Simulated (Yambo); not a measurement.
Yambo run on SrTiO$_{3}$ (space group I4/mcm, No. 140). The wavefunctions are PBEsol (pw.x of Quantum ESPRESSO, ONCV potentials, no spin-orbit coupling) ones on a 4×4×4 mesh (40 occupied bands); a = 5.5349 Å, b = 5.5349 Å, c = 5.5349 Å, α = 120.15°, β = 120.15°, γ = 89.74°.

Yambo input:

```
rim_cut
gw0
dyson
el_el_corr
HF_and_locXC
ppa
em1d
RandQpts= 1000000
RandGvec= 1 Ry
EXXRLvcs= 84 Ry
VXCRLvcs= 336 Ry
Chimod= "HARTREE"
% BndsRnXp
 3 | 148 |
%
NGsBlkXp= 6 Ry
% LongDrXp
 1.0 | 1.0 | 1.0 |
%
PPAPntXp= 27.2114 eV
% GbndRnge
 1 | 72 |
%
GTermKind= "none"
DysSolver= "n"
ExtendOut
% QPkrange
 1 | 1 | 40 | 41 |
%
```

k points by index: 1 = Γ.

The o-*.qp file then holds:

```
#    K-point    Band    Eo [eV]    E [eV]    E-Eo [eV]    Vxc [eV]    Vnlxc [eV]    Sc|Eo [eV]    Sc|E [eV]    dSc/dw|Eo [eV]    Re(Z)    Im(Z)
#
    1    40    0.000000    0.427083    0.427083    -19.83671    -24.92203    5.635448    5.512409    -7.841925    0.776283    -0.001454
    1    41    1.931744    4.147909    2.216165    -18.86745    -11.65093    -4.401590    -5.000355    -7.351395    0.787300    -0.001519
```
(The two width columns are left out.) Convergence of these settings isn't established.

Geometry of the Materials Project entry, not relaxed at this level.

This is not the ordinary phase of the substance.
